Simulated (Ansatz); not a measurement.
Here is an unrelaxed guess for Zr₂NbP₃.

```xyz
6
Lattice="6.0684 0.0000 0.0000 -3.0342 5.2554 0.0000 0.0000 0.0000 3.3312" Properties=species:S:1:pos:R:3 pbc="T T T"
Zr    0.0000    3.5036    0.0000
Zr    3.0342    1.7518    0.0000
Nb    0.0000    0.0000    0.0000
P     3.0342    0.0000    1.6656
P     1.5171    2.6277    1.6656
P    -1.5171    2.6277    1.6656
```

All numbers below come from DFT PBE, scalar-relativistic, plane waves, PAW (Ansatz 0.2.0). Cutoff 420 eV; k points 3×3×6 on the computed 6-atom cell (Γ-centred); Gaussian smearing, width 0.10 eV; no spin polarisation.

The zero of energy is the elements' standard structures at the same level; no fitted shifts are applied. The references include black phosphorus.

Question: How far from equilibrium is it?

Answer: The pressure is 20.8 GPa (the mean over three directions, positive in compression), the largest force is 0.00 eV/Å (symmetry fixes the atoms), and the energy is +0.01 eV/atom against the elements. The shortest distance is 2.42 Å.

Question: Is it a good guess?

Answer: A rough one: relaxing gains about 0.20 eV/atom (the start's value is from the coarse mesh, so the gain is rough) in 12 ionic steps and ends at −0.19 eV/atom on the finer mesh. The symmetry stays P6/mmm (No. 191). The volume per atom grows by 10.4 %, from 17.7 to 19.5 Å³. The shortest distance goes from 2.42 Å (Zr–P) to 2.55 Å (Zr–P). The ratio c/a of the conventional cell changes by a factor of 1.12. Conventional cell: a = 6.037 Å, c = 3.715 Å. Zr has 6 P at 2.55 Å, 3 Nb at 3.49 Å and 3 Zr at 3.49 Å; Nb is surrounded by 6 Zr at 3.49 Å, 12 P at 3.54 Å and 2 Nb at 3.72 Å; P is surrounded by 4 Zr at 2.55 Å, 4 P at 3.02 Å and 4 Nb at 3.54 Å.

The last run used a 9×9×10 mesh (in the run's order of axes) for its 6-atom cell and Gaussian smearing of 0.10 eV. The cell is a metal run without spin; a magnetic state may lie lower. The reference form of P is held partly by dispersion forces, which this level lacks. The relaxation can't lower the symmetry of the start, and the grade says only how near the guess is to its own end. Symmetry constrained the relaxation, so the result can be a saddle point.
